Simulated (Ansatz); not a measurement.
Input, command and steps of an Ansatz relaxation.

```yaml
crystal:
  lattice:
    - [-1.726539, 1.775547, 2.338342]
    - [1.726539, -1.775547, 2.338342]
    - [1.726539, 1.775547, -2.338342]
  atoms:
    - { symbol: Sn, position: [0.0, 0.0, 0.0] }
basis:
  ecutwfc: 500
kpoints:
  mp_grid: { grid: [16, 16, 16] }
hamiltonian:
  xc: r2scan
scf:
  occupations: { method: gaussian, width: 0.1 }
output:
  forces: true
  stress: true
  eigenvalues: true
  write_density: true
  write_potential: true
  elf: true
  volumetric_format: npy
relax:
  adjacent_minimum: "off"
  f_tol: 0.005
  max_steps: 80
  cell: { stress_tol: 0.05 }
```

```bash
ansatz run input.yaml --threads 1 --pin off --max-ram 2560MiB --backend cpu --events-out ev --progress --plain --runs-dir out
```

Level of theory: DFT r2SCAN, scalar-relativistic, plane waves, PAW in Ansatz.

Of 7 frames 6 are shown, positions in Å and forces in eV/Å; the SCF threshold varies from step to step. Steps run on the plane waves of an earlier cell, with a Pulay correction in the pressure. The basis is chosen afresh for the last frame, the zero of the energies, and at times for earlier ones too; energy and pressure step there, also at an unchanged geometry.

```xyz
1
Lattice="-1.7265 1.7755 2.3383 1.7265 -1.7755 2.3383 1.7265 1.7755 -2.3383" Properties=species:S:1:pos:R:3:forces:R:3 pbc="T T T" step=1 free_energy_over_end_meV_per_atom=14.43 pressure_GPa=-2.22
Sn    0.0000    0.0000    0.0000    0.0000    0.0000    0.0000
1
Lattice="-1.7059 1.7438 2.2917 1.7059 -1.7438 2.2917 1.7059 1.7438 -2.2917" Properties=species:S:1:pos:R:3:forces:R:3 pbc="T T T" step=2 free_energy_over_end_meV_per_atom=3.72 pressure_GPa=0.01
Sn    0.0000    0.0000    0.0000    0.0000    0.0000    0.0000
1
Lattice="-1.7140 1.7403 2.2821 1.7140 -1.7403 2.2821 1.7140 1.7403 -2.2821" Properties=species:S:1:pos:R:3:forces:R:3 pbc="T T T" step=3 free_energy_over_end_meV_per_atom=3.14 pressure_GPa=0.07
Sn    0.0000    0.0000    0.0000    0.0000    0.0000    0.0000
1
Lattice="-1.7829 1.7316 2.1896 1.7829 -1.7316 2.1896 1.7829 1.7316 -2.1896" Properties=species:S:1:pos:R:3:forces:R:3 pbc="T T T" step=4 free_energy_over_end_meV_per_atom=1.70 pressure_GPa=0.39
Sn    0.0000    0.0000    0.0000    0.0000    0.0000    0.0000
1
Lattice="-1.7638 1.7627 2.1926 1.7638 -1.7627 2.1926 1.7638 1.7627 -2.1926" Properties=species:S:1:pos:R:3:forces:R:3 pbc="T T T" step=5 free_energy_over_end_meV_per_atom=0.05 pressure_GPa=-0.09
Sn    0.0000    0.0000    0.0000    0.0000    0.0000    0.0000
1
Lattice="-1.7670 1.7676 2.1782 1.7670 -1.7676 2.1782 1.7670 1.7676 -2.1782" Properties=species:S:1:pos:R:3:forces:R:3 pbc="T T T" step=7 free_energy_over_end_meV_per_atom=0.00 pressure_GPa=-0.01
Sn    0.0000    0.0000    0.0000    0.0000    0.0000    0.0000
```

The run took 97 s on 1 thread of Intel(R) Xeon(R) Platinum 8488C (Sapphire Rapids) (shared host), peak memory 0.68 GiB.